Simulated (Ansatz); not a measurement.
**Relaxing GeCl2 in the CdI2 type**

First guess:

```xyz
3
Lattice="3.1576 0.0000 0.0000 -1.5788 2.7346 0.0000 0.0000 0.0000 5.0522" Properties=species:S:1:pos:R:3 pbc="T T T"
Ge    0.0000    0.0000    0.0000
Cl    0.0000    1.8230    1.2630
Cl    1.5788    0.9115    3.7891
```

All numbers below come from Ansatz 0.2.0, DFT, PBE, PAW with Ansatz's default frozen-core files, scalar-relativistic.

Cell and atoms relax within the symmetry of the start on a 13×13×7 k mesh with 0.08 eV Fermi–Dirac smearing.

The start is built from a prototype, known or not as a phase of this compound; the cutoff is 420 eV.

Q: What is the pressure of the first guess?

A: 77.3 GPa.

Q: What does it relax to?

A: a = 3.941 Å, b = 3.941 Å, c = 6.791 Å, α = 90.00°, β = 90.00°, γ = 120.00° (conventional cell), 30.45 Å³ per atom:
Space group P-3m1 (No. 164). a = 3.941 Å, b = 3.941 Å, c = 6.791 Å, α = 90.00°, β = 90.00°, γ = 120.00°
```
atom  site  symmetry       x       y       z
  Ge    1a      -3m.  0.0000  0.0000  0.0000
  Cl    2d       3m.  0.3333  0.6667  0.2164
```

Q: How much energy does the relaxation release?

A: 1824 meV/atom.
